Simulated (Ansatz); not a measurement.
# ZrTi3C4: stable or not

The structure comes from a generated guess, relaxed at this level; another structure or a mixture of phases may lie lower.

These are results of Ansatz 0.2.0, DFT PBE, scalar-relativistic, plane waves, PAW, not measurements. Plane waves to 420 eV, a 12×8×6 mesh through Γ for the 8-atom cell and 0.10 eV Gaussian smearing; no spin polarisation.

Space group Pmmm (No. 47). a = 3.138 Å, b = 4.447 Å, c = 6.275 Å, α = 90.00°, β = 90.00°, γ = 90.00°
| atom | site | symmetry | x | y | z |
| --- | --- | --- | --- | --- | --- |
| Zr | 1h | mmm | 0.5000 | 0.5000 | 0.5000 |
| Ti | 2q | mm2 | 0.0000 | 0.0000 | 0.2441 |
| Ti | 1f | mmm | 0.5000 | 0.5000 | 0.0000 |
| C | 2r | mm2 | 0.0000 | 0.5000 | 0.7628 |
| C | 1b | mmm | 0.5000 | 0.0000 | 0.0000 |
| C | 1d | mmm | 0.5000 | 0.0000 | 0.5000 |

Formation energies are uncorrected and refer to the elements' standard structures at the same level.

Task: These tests were run: energy against the elements; phonons on a 2×2×1 q mesh; elastic tensor. What do they show?

Result:

```csv
test,result
energy against the elements,−0.78 eV/atom
phonons on a 2×2×1 q mesh,no imaginary mode on the mesh
elastic tensor,least eigenvalue 157 GPa
```

It fails none of these tests. Other phases of the system weren't compared here, so this isn't yet thermodynamic stability.

The reference form of C is held partly by dispersion forces, which this level lacks. The run for the phonons used a 12×8×6 k mesh and Fermi–Dirac smearing of 0.15 eV. The run for the elastic tensor used a 12×8×6 k mesh and Fermi–Dirac smearing of 0.15 eV.
